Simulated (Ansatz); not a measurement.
A relaxed structure of Sc3In is spoiled in several ways and relaxed again each time (noise and exchanges are one random draw each; pressure is positive under compression). Level of theory: r2SCAN (plane waves to 500 eV, PAW, scalar-relativistic; Ansatz, a quantum-chemistry and plane-wave program).

Space group Pm-3m (No. 221); a = b = c = 4.525 Å, α = β = γ = 90.00°

```tsv
atom	site	symmetry	x	y	z
Sc	3c	4/mm.m	0.0000	0.5000	0.5000
In	1a	m-3m	0.0000	0.0000	0.0000
```

| change | first pressure (GPa) | largest first force (eV/Å) | released (eV/atom) | moves | outcome | final group | E − E(parent) (eV/atom) |
|---|---|---|---|---|---|---|---|
| with every coordinate shifted by Gaussian noise of σ = 0.45 Å | – | – | 0.90 | 7 | returns to the parent | Pm-3m | 0.00 |
| with every coordinate shifted by Gaussian noise of σ = 0.3 Å | 5.3 | 2.80 | 0.28 | 5 | returns to the parent | Pm-3m | 0.00 |
| doubled along one cell vector, shaken by Gaussian noise of σ = 0.08 Å a coordinate | 0.4 | 1.16 | 0.04 | 3 | returns to the parent | Pm-3m | 0.00 |

First-step values come from each run's starting, coarser k-mesh (7×7×7, 7×4×7). Each cell has its own k-point mesh; energy differences are given only to the digits this allows. No spin polarisation in the result. A magnetic state may lie lower.

The relaxation started from an entry of Materials Project.
